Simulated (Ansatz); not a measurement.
The cell below belongs to a search over invented structures; it isn't taken from experiment.

Input and command of a plane-wave DFT calculation in Ansatz:

```yaml
crystal:
  lattice:
    - [3.10098028, 1.7903518, 6.29667401]
    - [-3.10098028, 1.7903518, 6.29667401]
    - [0.0, -3.5807036, 6.29667401]
  atoms:
    - { symbol: Hg, position: [0.7258235, 0.2741765, 0.0] }
    - { symbol: Hg, position: [0.0, 0.7258235, 0.2741765] }
    - { symbol: Hg, position: [0.2741765, 0.0, 0.7258235] }
    - { symbol: Te, position: [0.5, 0.5, 0.5] }
    - { symbol: P, position: [0.43730569, 0.56269431, 0.0] }
    - { symbol: P, position: [0.0, 0.43730569, 0.56269431] }
    - { symbol: P, position: [0.56269431, 0.0, 0.43730569] }
basis:
  ecutwfc: 420
kpoints:
  mp_grid: { grid: [3, 3, 3] }
hamiltonian:
  xc: pbe
scf:
  occupations: { method: gaussian, width: 0.2 }
  lower_state_search: "off"
output:
  forces: true
  stress: true
  eigenvalues: true
relax:
  adjacent_minimum: "off"
  f_tol: 0.08
  max_steps: 16
  cell: { stress_tol: 0.8 }
```

```bash
ansatz run input.yaml --threads 1 --pin off --max-ram 2560MiB --backend cpu --events-out ev --progress --plain --runs-dir out
```

Processor: Intel(R) Xeon(R) Platinum 8259CL CPU @ 2.50GHz (Skylake/Cascade Lake), 1 thread, on a host shared with other jobs.

Task: Estimate time, memory and problem size.

Result: About 3.3 min, peak memory 0.52 GiB. It solves 55 bands at 6 k points (after reduction by symmetry) with about 3721 plane waves (on the last cell), in 118 SCF iterations over 17 ionic steps, the closing evaluation included.
